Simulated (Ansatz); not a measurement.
**Zone-centre phonons of TiAl3 at 5 GPa: input and output**

These are results of DFT LDA, scalar-relativistic, plane waves, PAW (Ansatz), not measurements.

Launched with:
```bash
ansatz run input.yaml --threads 1 --pin off --max-ram 3072MiB --backend cpu --events-out ev --progress --plain --runs-dir out
```

Input (bare energies are in eV):
```yaml
crystal:
  lattice:
    - [3.8619483015, 0.0, 0.0]
    - [0.0, 3.8619483015, 0.0]
    - [0.0, 0.0, 3.8619483015]
  atoms:
    - { symbol: Ti, position: [0.0, 0.0, 0.0] }
    - { symbol: Al, position: [0.5, 0.5, 0.0] }
    - { symbol: Al, position: [0.5, 0.0, 0.5] }
    - { symbol: Al, position: [0.0, 0.5, 0.5] }
basis:
  ecutwfc: 420
kpoints:
  mp_grid: { grid: [12, 12, 12] }
hamiltonian:
  xc: lda
scf:
  occupations: { method: fermi_dirac, width: 0.15 }
output:
  eigenvalues: true
phonons:
  method: dfpt
  eigenvectors: true
```

Results section of the output:
```
--- Phonons (Γ-DFPT): 3 representative perturbations + reference, on 343 of 1728 k-points (Σ response iterations 9) ---
  k mesh reduced under 8 symmetry operations, with k and −k counted as one. Each operation leaves every solved displacement unchanged or reverses it
  ASR residual: 8.787e-4 → 0.000e0 eV/Å²; symmetrization residual: 2.606e-6 eV/Å²
  ASR residual per site (eV/Å²): 8.79e-4 7.31e-6 7.31e-6 7.31e-6
  Γ frequencies (cm⁻¹): 0.00 0.00 0.00 282.68 282.68 282.68 299.48 299.48 299.48 381.58 381.58 381.58
  non-analytic LO–TO correction: not included (Born effective charges unavailable; polar crystals: no LO–TO splitting at Γ)
```

Time: 4.1 min on 1 thread of Intel(R) Xeon(R) Processor @ 2.50GHz (Skylake/Cascade Lake), with other jobs on the host, peak memory 1.3 GiB.

In a metal, frequencies and elastic constants depend on the k mesh and the smearing, soft modes and shear constants most. Other phases may be more stable at this pressure.

This form isn't the usual stable structure of the compound at low pressure.